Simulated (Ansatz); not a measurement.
A trial structure of ZnCuC6N6 was built thus: cyanide-bridged rock-salt net of two metals, 0 guest cations a cell (Fm-3m, No. 225). Its size is a rough estimate.

```
CELL_PARAMETERS angstrom
0.00000 5.09450 5.09450
5.09450 0.00000 5.09450
5.09450 5.09450 0.00000
ATOMIC_POSITIONS crystal
Zn 0.00000 0.00000 0.00000
Cu 0.50000 0.50000 0.50000
C 0.81186 0.18814 0.18814
C 0.18814 0.81186 0.18814
C 0.18814 0.18814 0.81186
C 0.18814 0.81186 0.81186
C 0.81186 0.18814 0.81186
C 0.81186 0.81186 0.18814
N 0.69703 0.30297 0.30297
N 0.30297 0.69703 0.30297
N 0.30297 0.30297 0.69703
N 0.30297 0.69703 0.69703
N 0.69703 0.30297 0.69703
N 0.69703 0.69703 0.30297
```

All numbers below come from DFT PBE, scalar-relativistic, plane waves, PAW (Ansatz 0.2.0). Cutoff 420 eV, Gaussian smearing, Γ-centred meshes. Cell and atoms relax first on a coarse mesh and then on a finer one. In between, the cell is made exact in the group found at 0.06 Å. In metals the finer mesh still leaves noise of several meV/atom or more. The steps can't lower the symmetry of their start. Collinear spin, starting moments Cu 1.0 μB.

A guess keeps its type if space group and coordination stay and the shape of the cell changes little (axis ratios within about 15 %, angles within 6°); the volume may change.

Problem. Will the relaxed cell still be of the starting type?

Solution. It keeps its type. The symmetry stays Fm-3m (No. 225). The volume per atom grows by 12.5 %, from 18.9 to 21.3 Å³. The shortest distance stays 1.17 Å (C–N). Counting neighbours within 15 % of an atom's shortest distance, the start has C 1, Cu 6, N 1, Zn 6 and the end C 1, Cu 6, N 1, Zn 6.

The last run used collinear spin, a 6×6×6 mesh for its 14-atom cell and Gaussian smearing of 0.10 eV. In such compounds of Cu a zero gap at this level may well be an artefact, since no Hubbard U is applied. The magnetic state reached may not be the lowest. A structure relaxed within its symmetry needn't be a true minimum.
